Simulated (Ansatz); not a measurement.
**What a trial cell of CaYC4N4 relaxes into**

All numbers below come from DFT PBE, scalar-relativistic, plane waves, PAW in Ansatz 0.2.0. Cutoff 420 eV, Gaussian smearing, Γ-centred meshes. Cell and atoms relax first on a coarse mesh and then on a finer one. In between, the cell is made exact in the group found at 0.06 Å. In metals the finer mesh still leaves noise of several meV/atom or more. The steps can't lower the symmetry of their start. No spin polarisation.

The cell of CaYC4N4 is invented: two interpenetrating cyanide-bridged diamond nets (P-43m, No. 215). Its size is a rough estimate.

```
CELL_PARAMETERS angstrom
6.33469 0.00000 0.00000
0.00000 6.33469 0.00000
0.00000 0.00000 6.33469
ATOMIC_POSITIONS crystal
Ca 0.50000 0.50000 0.50000
Y 0.00000 0.00000 0.00000
C 0.19194 0.19194 0.19194
C 0.19194 0.80806 0.80806
C 0.80806 0.19194 0.80806
C 0.80806 0.80806 0.19194
N 0.29858 0.29858 0.29858
N 0.29858 0.70142 0.70142
N 0.70142 0.29858 0.70142
N 0.70142 0.70142 0.29858
```

Energies over the elements count from the elements' standard structures at the same level (N₂ as a molecule), with no fitted energy shifts.

Problem. Which structure results?

Solution. The symmetry stays P-43m (No. 215). The volume per atom grows by 26.4 %, from 25.4 to 32.1 Å³. The shortest distance goes from 1.17 Å (C–N) to 1.18 Å (C–N). The energy falls by about 0.25 eV/atom (the start's value is from the coarse mesh). Conventional cell: a = 6.849 Å. Ca has 4 N at 2.35 Å; Y has 4 C at 2.41 Å; around C lie 1 N at 1.18 Å and 1 Y at 2.41 Å; N is surrounded by 1 C at 1.18 Å and 1 Ca at 2.35 Å.

```cif
data_structure
_symmetry_space_group_name_H-M 'P 1'
_symmetry_Int_Tables_number 1
_cell_length_a 6.8492
_cell_length_b 6.8492
_cell_length_c 6.8492
_cell_angle_alpha 90.000
_cell_angle_beta 90.000
_cell_angle_gamma 90.000
_cell_volume 321.31
loop_
_atom_site_label
_atom_site_type_symbol
_atom_site_fract_x
_atom_site_fract_y
_atom_site_fract_z
_atom_site_occupancy
Ca1 Ca 0.50000 0.50000 0.50000 1
Y1 Y 0.00000 0.00000 0.00000 1
C1 C 0.20320 0.20320 0.20320 1
C2 C 0.20320 0.79680 0.79680 1
C3 C 0.79680 0.20320 0.79680 1
C4 C 0.79680 0.79680 0.20320 1
N1 N 0.30227 0.30227 0.30227 1
N2 N 0.30227 0.69773 0.69773 1
N3 N 0.69773 0.30227 0.69773 1
N4 N 0.69773 0.69773 0.30227 1
```

Problem. Give its energy and gap.

Solution. The energy over the elements is −0.09 eV/atom and the gap on the 6×6×6 mesh of the 10-atom cell is 0 eV (a metal).

It lies below the elements, which doesn't yet make it stable against other compounds or structures.

The last run used Gaussian smearing of 0.10 eV. The cell is a metal run without spin, though a test with spin on the coarse mesh kept 1.0 μB a cell, so a magnetic state probably lies lower. The reference form of C is held partly by dispersion forces, which this level lacks. Symmetry constrained the relaxation, so the result can be a saddle point. In all, the 3 runs took 3.3 min on 1 thread of Intel(R) Xeon(R) Platinum 8375C CPU @ 2.90GHz (Ice Lake) (shared host).
